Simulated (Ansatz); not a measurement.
## Vibrations of KCl (Fm-3m) by finite displacements

```
K Cl
1.0
     0.00000    3.03933    3.03933
     3.03933    0.00000    3.03933
     3.03933    3.03933    0.00000
K Cl
1 1
Cartesian
  0.0000 0.0000 0.0000
  3.0393 3.0393 3.0393
```

Conventional cell: a = 6.079 Å, b = 6.079 Å, c = 6.079 Å, α = 90.00°, β = 90.00°, γ = 90.00°. K (atom 1) is surrounded by 6 Cl at 3.04 Å. Cl (atom 2) has 6 K at 3.04 Å as nearest neighbours.

Computed, not measured; unless marked otherwise by LDA, all-electron LAPW in Ansatz 0.2.0, scalar-relativistic. k mesh 6×6×6, fixed occupations, basis error target 1 meV/atom. The cell was relaxed by PAW under this functional, which moved its volume by -10 % from the database entry's.

Atoms are displaced by 0.01 Å in the smallest supercells that hold the wave vectors of a 2×2×2 mesh. Negative values stand for unstable modes. The zone centre has no LO-TO term.

**Question.** What are the phonon energies at the solved wave vectors, in meV?

**Answer.** 

```csv
q,point,modes (meV)
0.000 0.000 0.000,Gamma,19.96 (×3)
0.500 0.000 0.000,L,"14.37 (×2), 15.50 (×2), 19.57, 20.68"
0.500 0.500 0.000,X,"7.03 (×2), 13.04, 20.50 (×2), 21.15"
```

**Question.** Is the structure dynamically stable at these wave vectors?

**Answer.** Yes, no mode is unstable there; wave vectors off this mesh aren't tested.

**Question.** How do the optical zone-centre modes decompose, and which are active?

**Answer.** Point group m-3m: Γ_opt = T1u.

| label | meV | activity | mostly |
| --- | --- | --- | --- |
| T1u | 19.96 | IR | Cl (52 %) |

**Question.** How well do frozen-core PAW files reproduce these all-electron values?

**Answer.** With a cutoff of 420 eV and displacements of 0.0025 Å, the r.m.s. difference over the modes is 0.1 cm⁻¹; the largest difference is 170.5 (PAW) against 170.6 cm⁻¹ (LAPW).

**Question.** The cell is scaled evenly to 55.310 and 56.994 Å³ (from 56.152), with free atoms relaxed and the shape held. What are the mode Grüneisen parameters γ = −d ln ω/d ln V?

**Answer.** For the highest mode, 177.3 cm⁻¹ in the small cell and 164.1 in the large one give γ ≈ 2.58. From the change of the dynamical matrix on each mode:

```json
{"point": "Gamma", "cm⁻¹": "161.0", "γ": "2.31"}
{"point": "L", "cm⁻¹": "115.9", "γ": "2.22"}
{"point": "L", "cm⁻¹": "125.0", "γ": "2.17"}
{"point": "L", "cm⁻¹": "157.8", "γ": "1.37"}
{"point": "L", "cm⁻¹": "166.8", "γ": "1.32"}
{"point": "X", "cm⁻¹": "56.7", "γ": "-1.34"}
{"point": "X", "cm⁻¹": "105.2", "γ": "-0.63"}
{"point": "X", "cm⁻¹": "165.4", "γ": "2.46"}
{"point": "X", "cm⁻¹": "170.6", "γ": "2.58"}
```

Weighted by the modes' heat capacities at 300 K, the mean on this mesh is 1.44; it moves with the q mesh, and a coarse one overweights the zone boundary. Rows under −0.05 (2 here) are modes that soften under compression and pull towards negative thermal expansion.

**Question.** Linear response on PAW files adds the field. What are the dielectric tensor, the Born charges and the LO shift?

**Answer.** ε∞ = (2.51, 2.51, 2.51) along x, y, z with local fields. Born charges (xx, yy, zz): K1 (1.11, 1.11, 1.11); Cl2 (-1.11, -1.11, -1.11). The highest zone-centre mode lies at 160.9 cm⁻¹ without the macroscopic field and at 221.4 cm⁻¹ with it, for q along x. Lyddane-Sachs-Teller then gives ε₀ = ε∞ (ω_LO/ω_TO)² = 4.75. With the ions free to follow the field, the program's ε₀ is (4.75, 4.75, 4.75).

Caveats: the frozen-core PAW files of the compared runs were fitted under PBE, their cores solved anew for this functional; semilocal gaps are low, and ε∞ tends to come out large.
